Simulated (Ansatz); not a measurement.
## Trial structures of SiSbTe₃: starts and ends

Computed with DFT PBE, scalar-relativistic, plane waves, PAW (Ansatz). All cells share a 420 eV cutoff and Γ-centred k meshes spaced at most about 0.3 Å⁻¹ (about 0.25 or finer for metals, 2π included). No spin polarisation in the final relaxations.

Each guess was relaxed in cell and atoms at zero pressure, within the symmetry of its start. All energies are static (0 K, no zero-point motion). Coordination counts all near atoms (for each partner element, those within 1.25 times its shortest distance or 1.15 times the sum of covalent radii, where it is the nearest in units of that sum or under 1.3; a plus sign parts groups by distance over the sum of covalent radii; the shortest distance is added where it exceeds 1.18 times the sum of covalent radii; a slash parts the counts of unlike sites).

```
guess     made from  start group  V start (Å³/atom)                 end group  V end (Å³/atom)          coordination at the end  gap on mesh (eV)  E over the lowest end (meV/atom)
    1   random cell          R3m               29.9                       R3m             45.6             Si 3, Sb 3+3, Te 2+1                 0                                 0
    2   random cell        Pm-3m               31.0                         ?                ?                                ?                 ?                                 ?
    3  GaFe3As type        P-6m2               27.0                     P-6m2             38.0  Si 6 from 3.1 Å, Sb 3, Te 3/1+3                 0                               254
    4   Ce3SnN type        Pm-3m               28.1  Pm-3m (cubic perovskite)             37.1     Si 12 from 4.0 Å, Sb 6, Te 2                 0                               670
```

Guess 2 as it starts:

```yaml
crystal:
  lattice:
    - [5.37397, 0.00000, 0.00000]
    - [0.00000, 5.37397, 0.00000]
    - [0.00000, 0.00000, 5.37397]
  atoms:
    - { symbol: Si, position: [0.00000, 0.00000, 0.00000] }
    - { symbol: Sb, position: [0.50000, 0.50000, 0.50000] }
    - { symbol: Te, position: [0.50000, 0.00000, 0.00000] }
    - { symbol: Te, position: [0.00000, 0.50000, 0.00000] }
    - { symbol: Te, position: [0.00000, 0.00000, 0.50000] }
```

Task: Fill in the missing row: what does this guess relax into, and where does it rank?

Result: It ends in the cubic perovskite type, space group Pm-3m (No. 221), with a = 5.267 Å, 29.2 Å³/atom and no gap. It lies 207 meV/atom over the lowest end, above guess 1 and below guess 3. Counting all near atoms, this end has Si 6, Sb 12 from 3.7 Å, Te 2 and the lowest (guess 1) has Si 3, Sb 3+3, Te 2+1.

```
Si Sb Te
1.0
     5.26679    0.00000    0.00000
     0.00000    5.26679    0.00000
     0.00000    0.00000    5.26679
Si Sb Te
1 1 3
Cartesian
  0.0000 0.0000 0.0000
  2.6334 2.6334 2.6334
  2.6334 0.0000 0.0000
  0.0000 2.6334 0.0000
  0.0000 0.0000 2.6334
```

The zero of energy is the elements' standard structures at the same level; no fitted shifts are applied.

Task: Is the lowest end bound against the elements?

Result: No: its formation energy is +0.24 eV/atom. A positive value: parting into the elements would lower its energy.

Weakly bound directions are ill-defined at this level, which has no dispersion term (R3m, P-6m2), and this can change margins and order among such cells. Spin–orbit coupling, which can matter for Sb and Te, is left out. In R3m, Pm-3m at 29.2 Å³/atom, P-6m2, Pm-3m at 37.1 Å³/atom an odd number of electrons in the primitive cell allows no gap without spin; a larger cell or a magnetic state could open one. A magnetic state wasn't ruled out in cells without spin, among them R3m, Pm-3m at 29.2 Å³/atom, P-6m2, Pm-3m at 37.1 Å³/atom. The reference form of Te is held partly by dispersion forces, which this level lacks. Cells relaxed within their symmetry can be saddle points; a later kick test found a lower structure for SiSbTe3 Pm-3m. A lower structure may well exist outside this small set. Some structure types and database cells were kept out of the candidates from the start, so a known form may be missing.
